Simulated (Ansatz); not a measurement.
## Where the states of YPb₃ lie

```yaml
crystal:
  lattice:
    - [4.86245, 0.00000, 0.00000]
    - [0.00000, 4.86245, 0.00000]
    - [0.00000, 0.00000, 4.86245]
  atoms:
    - { symbol: Y, position: [0.00000, 0.00000, 0.00000] }
    - { symbol: Pb, position: [0.50000, 0.50000, 0.00000] }
    - { symbol: Pb, position: [0.50000, 0.00000, 0.50000] }
    - { symbol: Pb, position: [0.00000, 0.50000, 0.50000] }
```

Structure from Materials Project entry mp-20291 (possibly hypothetical), not relaxed further.

Spin polarisation is left out, and whether a magnetic state lies lower isn't shown here.

No spin–orbit coupling, which matters for the heavy atoms here.

The calculation used Ansatz 0.2.0, DFT, LDA, all-electron LAPW, scalar-relativistic.

Settings: a Γ-centred 8×8×8 k mesh, Fermi–Dirac smearing of 0.08 eV, basis error target 1 meV/atom, no spin polarisation.

States per eV and cell, averaged over 0.6 eV, from -11.8 to 6.6 eV, with energies (bin centres) from the Fermi level; empty bins are left out. The partial columns, the largest 4 alone, are projections on Löwdin-orthogonalised atomic shells (those that the program's projection atoms carry: the occupied ones and, for some elements, an empty d or f shell; other empty shells have no column), summed over atoms of an element. Weights on diffuse s and p shells depend on that basis and aren't pure angular character.

| E (eV) | total | Pb 6p | Y 4d | Pb 6s | Y 5s |
| --- | --- | --- | --- | --- | --- |
| -11.6 | 0.03 | 0.00 | 0.00 | 0.02 | 0.01 |
| -11.0 | 0.52 | 0.07 | 0.00 | 0.34 | 0.09 |
| -10.4 | 1.08 | 0.24 | 0.02 | 0.74 | 0.07 |
| -9.8 | 1.07 | 0.24 | 0.06 | 0.74 | 0.02 |
| -9.2 | 0.86 | 0.18 | 0.07 | 0.58 | 0.02 |
| -8.6 | 2.51 | 0.40 | 0.14 | 1.89 | 0.04 |
| -8.0 | 1.85 | 0.24 | 0.14 | 1.44 | 0.01 |
| -7.4 | 1.45 | 0.14 | 0.10 | 1.20 | 0.00 |
| -6.8 | 0.62 | 0.03 | 0.04 | 0.55 | 0.00 |
| -4.4 | 0.07 | 0.05 | 0.00 | 0.00 | 0.01 |
| -3.8 | 1.34 | 1.03 | 0.11 | 0.05 | 0.12 |
| -3.2 | 2.07 | 1.62 | 0.17 | 0.13 | 0.12 |
| -2.6 | 2.54 | 2.00 | 0.35 | 0.11 | 0.04 |
| -2.0 | 3.23 | 2.28 | 0.68 | 0.18 | 0.04 |
| -1.4 | 2.31 | 1.46 | 0.54 | 0.22 | 0.04 |
| -0.8 | 1.69 | 0.97 | 0.51 | 0.15 | 0.03 |
| -0.2 | 2.11 | 1.24 | 0.61 | 0.18 | 0.04 |
| 0.4 | 2.89 | 1.47 | 0.98 | 0.28 | 0.07 |
| 1.0 | 2.85 | 1.09 | 1.30 | 0.19 | 0.17 |
| 1.6 | 4.57 | 0.85 | 3.21 | 0.20 | 0.15 |
| 2.2 | 4.37 | 0.99 | 2.60 | 0.31 | 0.24 |
| 2.8 | 3.66 | 1.63 | 1.36 | 0.14 | 0.19 |
| 3.4 | 2.94 | 1.58 | 0.63 | 0.06 | 0.21 |
| 4.0 | 3.16 | 1.93 | 0.60 | 0.10 | 0.11 |
| 4.6 | 3.11 | 2.00 | 0.59 | 0.04 | 0.08 |
| 5.2 | 2.70 | 1.68 | 0.64 | 0.01 | 0.11 |
| 5.8 | 3.36 | 1.90 | 0.60 | 0.01 | 0.48 |
| 6.4 | 1.39 | 0.71 | 0.17 | 0.00 | 0.19 |

Task: Where is the centre of the filled Y 4d states between -14 eV and the top of the filled states?

Result: -2.62 eV from the Fermi level.
